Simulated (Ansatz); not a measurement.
The relaxed structure here is a generated cell of Ta: the first start was made by placing the elements on the sites of a structure type, and the end was not matched to a known phase here, so it may be hypothetical. Known forms of Ta include space group No. 229.

A relaxed cell of Ta (P6/mmm (No. 191)), relaxed on a k-mesh at least as fine as the one used below. The numbers are results of r2SCAN (plane waves to 500 eV, PAW, scalar-relativistic; Ansatz, a program for electronic structure), not measurements. Γ-centred k-mesh 13×13×12 on the run's cell (coarser than for final values), Fermi–Dirac smearing 0.05 eV.

```
CELL_PARAMETERS angstrom
      5.75142     0.00000     0.00000
     -1.43786     2.49044     0.00000
      0.00000     0.00000     2.71744
ATOMIC_POSITIONS crystal
  Ta 0.00000 0.00000 0.00000
  Ta 0.50000 0.00000 0.00000
```

The atoms are displaced along an unstable phonon of this cell by (Å):

| atom | ux | uy | uz |
|---|---|---|---|
| Ta1 | 0.000 | 0.000 | 0.150 |
| Ta2 | 0.000 | 0.000 | -0.150 |

Task: What forces (eV/Å) and pressure result?

Result: 
```csv
atom,Fx,Fy,Fz
Ta1,0.00,0.00,0.72
Ta2,0.00,0.00,-0.72
```

Pressure -1.0 GPa.

Task: Estimate the energy cost of the displacement in the harmonic approximation and compare with the calculation.

Result: For a harmonic well ΔE = −½ Σ F·u = -0.108 eV a cell, or -54 meV/atom. The calculated energy relative to the undisplaced cell is -0.06 eV/atom, so the harmonic estimate holds well.

The undisplaced cell is probably no minimum: from this displacement the run went on to Immm (No. 71) at a tolerance of 0.01 Å, I4/mmm (No. 139) at 0.1 Å, 0.53 eV/atom below it.

No spin polarisation in the result.
